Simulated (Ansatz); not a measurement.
AgW:
```xyz
2
Lattice="3.1938 0.0000 0.0000 0.0000 3.1938 0.0000 0.0000 0.0000 3.1938" Properties=species:S:1:pos:R:3 pbc="T T T"
Ag     0.0000     0.0000     0.0000
W      1.5969     1.5969     1.5969
```

Relaxed with r²SCAN. Special points in fractions of this cell's reciprocal vectors: Γ (0.000, 0.000, 0.000); X (0.000, 0.500, 0.000); M (0.500, 0.500, 0.000); R (0.500, 0.500, 0.500).

List the band energies nearest the Fermi level at these points for plane-wave PAW r²SCAN with spin–orbit coupling (Ansatz code).

In eV from the Fermi level; about four levels below and three above (degenerate sets whole), none deeper than 8.9 eV; points with the same levels are listed once.

```json
[
 {"k": "Γ", "below": "-0.92 -0.92 -0.92 -0.92", "above": "2.44 2.44 2.44 2.44"},
 {"k": "X", "below": "-0.48 -0.48 -0.11 -0.11", "above": "1.98 1.98 3.76 3.76"},
 {"k": "M", "below": "-0.35 -0.35 -0.30 -0.30", "above": "0.23 0.23 2.02 2.02"},
 {"k": "R", "below": "-3.26 -3.26 -3.26 -3.26 -3.21 -3.21", "above": "3.45 3.45 3.45 3.45"}
]
```

Space group Pm-3m (CsCl type). The start of the workflow was typed in or built on a structure type; neither database checked (COD, Materials Project) lists it. Whether it is the stable phase at ambient conditions was not checked. Symmetry was held in the r²SCAN relaxation. At this level the phase is mechanically unstable. No spin polarisation was allowed. Its formation energy is positive at this level, so the cell may be metastable or incomplete.

Potentials: the later of the program's two PAW sets.
